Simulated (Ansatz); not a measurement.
SrZrO₃ in space group R3c (No. 161; Sr on 6a, Zr on 6a, O on 18b), PBE (plane waves, PAW; program Ansatz). The conduction-band minimum lies at Γ, with 1 equivalent valley. Second derivatives d²E/dk² of the lowest band at one valley (eV·Å²), along Cartesian directions:

```
direction  d²E/dk²
---------  -------
[100]        8.330
[010]        8.330
[001]        10.42
[110]        8.330
[101]        9.329
[011]        9.297
```

Q: Find the principal effective masses, the density-of-states mass and the conductivity mass.

A: Off-diagonal terms follow from H_xy = H[110] − (H_xx + H_yy)/2, and m*/mₑ = 7.620 eV·Å² over each eigenvalue: 0.73, 0.91, 0.92. One valley's DOS mass (m₁m₂m₃)^(1/3) = 0.85, conductivity mass 3/(Σ 1/mᵢ) = 0.84 mₑ.

Q: What effective density of states Nc follows at 300 K for parabolic valleys?

A: Nc = 2.509e19 × 1 × (0.85)^(3/2) ≈ 2.0e19 cm⁻³.

The start of the workflow was typed in or built on a structure type; neither database checked (COD, Materials Project) lists it. COD files the formula under space group No. 62, 63, 221, so this cell is another polymorph or a model. Whether it is the stable phase at ambient conditions was not checked. The PBE relaxation kept the symmetry of its start; its stability against distortions is not shown here. The run is not spin-polarised. Scalar-relativistic: spin–orbit coupling is off unless named, which matters more the heavier the elements.

Potentials: the earlier of the program's two PAW sets.

Edges and masses are those of Kohn–Sham bands, whose gap is no quasiparticle gap.
